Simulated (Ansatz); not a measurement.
Consider the following.

WC:
```
CELL_PARAMETERS angstrom
      2.91207     0.00000     0.00000
     -1.45604     2.52193     0.00000
      0.00000     0.00000     2.83625
ATOMIC_POSITIONS crystal
  W  0.00000 0.00000 0.00000
  C  0.66667 0.33333 0.50000
```

This is the r²SCAN-relaxed structure.

Task: All from the program Ansatz at the r²SCAN level (PAW), unless another level is named. Estimate the Young's modulus.

Result: 717 GPa.

Task: Predict the highest zone-centre frequency.

Result: 619 cm⁻¹.

Space group P-6m2. Symmetry was held in the r²SCAN relaxation; of distortions, only those at the zone centre were tested. The run is not spin-polarised. As this level gives no gap, phonon frequencies hold no LO–TO term and depend on the k-mesh and smearing (Fermi–Dirac, 0.1 eV here). Spin–orbit coupling is left out wherever it is not named.

Potentials: the later of the program's two PAW sets.
